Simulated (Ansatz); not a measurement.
Here is the system:

LaLuO₃:
```yaml
crystal:
  lattice:
    - [4.15307, 0.00000, 0.00000]
    - [0.00000, 4.15307, 0.00000]
    - [0.00000, 0.00000, 4.15307]
  atoms:
    - { symbol: La, position: [0.00000, 0.00000, 0.00000] }
    - { symbol: Lu, position: [0.50000, 0.50000, 0.50000] }
    - { symbol: O, position: [0.00000, 0.50000, 0.50000] }
    - { symbol: O, position: [0.50000, 0.50000, 0.00000] }
    - { symbol: O, position: [0.50000, 0.00000, 0.50000] }
```

This is the LDA-relaxed structure.

Task: All from plane-wave PAW LDA (Ansatz code), unless another level is named. Estimate the formation energy from the elements (no fitted shifts).

Result: -313 kJ/mol of atoms.

Task: What about the hole effective mass, band 2 of 3 at the edge?

Result: 3.2 along [100], 0.72 along [110], 0.97 along [111] (mₑ).

Task: Give the valence-band maximum.

Result: at Γ.

Space group Pm-3m (cubic perovskite). The cell is a constructed one: a structure type filled with these elements; neither database checked (COD, Materials Project) lists it. Whether it is the stable phase at ambient conditions was not checked. The LDA relaxation kept the symmetry of its start. At this level the phase is dynamically unstable (imaginary phonons). The references are the lowest solids computed at this level, not always the standard phases (solids in place of the gases). Spin–orbit coupling is left out wherever it is not named.

Potentials: the earlier of the program's two PAW sets. The files were generated under PBE; for other functionals the program regenerates the frozen cores, and for LDA and PBEsol the local potential too.

Edges and masses are those of Kohn–Sham bands, whose gap is no quasiparticle gap.
